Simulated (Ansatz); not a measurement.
How the functional moves the response of Ir (Fm-3m) (PBEsol, r²SCAN)

```xyz
1
Lattice="0.0000 1.9154 1.9154 1.9154 0.0000 1.9154 1.9154 1.9154 0.0000" Properties=species:S:1:pos:R:3 pbc="T T T"
Ir    0.0000    0.0000    0.0000
```

This cell (14.05 Å³ an atom) was relaxed by PAW under PBEsol, and each functional gets its own cell relaxed so. Quantity: harmonic phonons by finite displacements (negative means unstable), on a 4×4×4 q mesh.

Runs: (1) PBEsol, PAW on Ansatz 0.2.0's default frozen-core files (fitted under PBE), scalar-relativistic; k mesh 20×20×20, Fermi-Dirac smearing of 0.100 eV, cutoff 420 eV. (2) r²SCAN, PAW on Ansatz 0.2.0's default frozen-core files (fitted under PBE), scalar-relativistic; k mesh 24×24×24, Fermi-Dirac smearing of 0.100 eV, cutoff 500 eV.

Under PBEsol: highest mode = 202 cm⁻¹, lowest at L = 116 cm⁻¹, lowest at X = 147 cm⁻¹, lowest at W = 162 cm⁻¹, Grüneisen γ (heat-capacity mean at 300 K) = 2.48.

Question: Which way does r²SCAN move the volume, and by how much?

Answer: a = 3.845 Å, 14.21 Å³ an atom: 1.1 % larger.

Question: What does r²SCAN give for these quantities?

Answer: 

| quantity | PBEsol | r²SCAN | change |
| --- | --- | --- | --- |
| highest mode | 202 cm⁻¹ | 196 cm⁻¹ | -3 % |
| lowest at L | 116 cm⁻¹ | 114 cm⁻¹ | -2 % |
| lowest at X | 147 cm⁻¹ | 146 cm⁻¹ | -1 % |
| lowest at W | 162 cm⁻¹ | 157 cm⁻¹ | -3 % |
| Grüneisen γ (heat-capacity mean at 300 K) | 2.48 | 2.56 | +3 % |

Known limits: frozen-core PAW files fitted under PBE, their cores solved anew for the functional of the run; responses of metals move with mesh and smearing; no spin-orbit coupling on heavy atoms.
